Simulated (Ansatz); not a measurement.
Relaxing an invented Ca₂AlO structure

These are results of DFT PBE, scalar-relativistic, plane waves, PAW in Ansatz 0.2.0, not measurements. Cutoff 420 eV, Gaussian smearing, Γ-centred meshes. Cell and atoms relax first on a coarse mesh and then on a finer one. In between, the cell is made exact in the group found at 0.06 Å. In metals the finer mesh still leaves noise of several meV/atom or more. The steps can't lower the symmetry of their start. No spin polarisation in the relaxation; trial moments died out in a coarse test.

Recipe of this trial structure of Ca₂AlO: random cell by space group and Wyckoff sites (P4/mmm, No. 123). The dimensions are guesses.

```yaml
crystal:
  lattice:
    - [4.50959, 0.00000, 0.00000]
    - [0.00000, 4.50959, 0.00000]
    - [0.00000, 0.00000, 3.73072]
  atoms:
    - { symbol: Ca, position: [0.00000, 0.50000, 0.00000] }
    - { symbol: Ca, position: [0.50000, 0.00000, 0.00000] }
    - { symbol: Al, position: [0.50000, 0.50000, 0.00000] }
    - { symbol: O, position: [0.00000, 0.00000, 0.00000] }
```

Formation energies are uncorrected and refer to the elements' standard structures at the same level (O₂ as a molecule).

Question: Where does the relaxation end?

Answer: The symmetry stays P4/mmm (No. 123). The volume per atom grows by 41.1 %, from 19.0 to 26.8 Å³. The shortest distance goes from 2.25 Å (Ca–Al and Ca–O) to 2.72 Å (Ca–Al and Ca–O). The ratio c/a of the conventional cell changes by a factor of 0.80. The energy falls by about 1.0 eV/atom (the start's value is from the coarse mesh). Conventional cell: a = 5.446 Å, c = 3.610 Å. Around Ca lie 2 Al at 2.72 Å, 2 O at 2.72 Å, 2 Ca at 3.61 Å and 4 Ca at 3.85 Å; Al is surrounded by 4 Ca at 2.72 Å; O has 4 Ca at 2.72 Å.

Space group P4/mmm (No. 123). a = 5.446 Å, b = 5.446 Å, c = 3.610 Å, α = 90.00°, β = 90.00°, γ = 90.00°
| atom | site | symmetry | x | y | z |
| --- | --- | --- | --- | --- | --- |
| Ca | 2f | mmm. | 0.0000 | 0.5000 | 0.0000 |
| Al | 1c | 4/mmm | 0.5000 | 0.5000 | 0.0000 |
| O | 1a | 4/mmm | 0.0000 | 0.0000 | 0.0000 |

Question: How does it come out in energy, and is it a metal?

Answer: The energy over the elements is −0.18 eV/atom. The gap on the 8×8×12 mesh of the 4-atom cell is 0 eV (a metal).

The last run used Gaussian smearing of 0.10 eV. An odd number of electrons in the primitive cell allows no gap without spin; a larger cell or a magnetic state could open one. Symmetry constrained the relaxation, so the result can be a saddle point. In all, the 3 runs took 2.8 min on 1 thread of Intel(R) Xeon(R) Processor @ 2.50GHz (Skylake/Cascade Lake), on a shared host. Another cell of Ca2AlO relaxed alike, in R-3m, lies 1.21 eV/atom lower, so this cell isn't the stable form at this level.
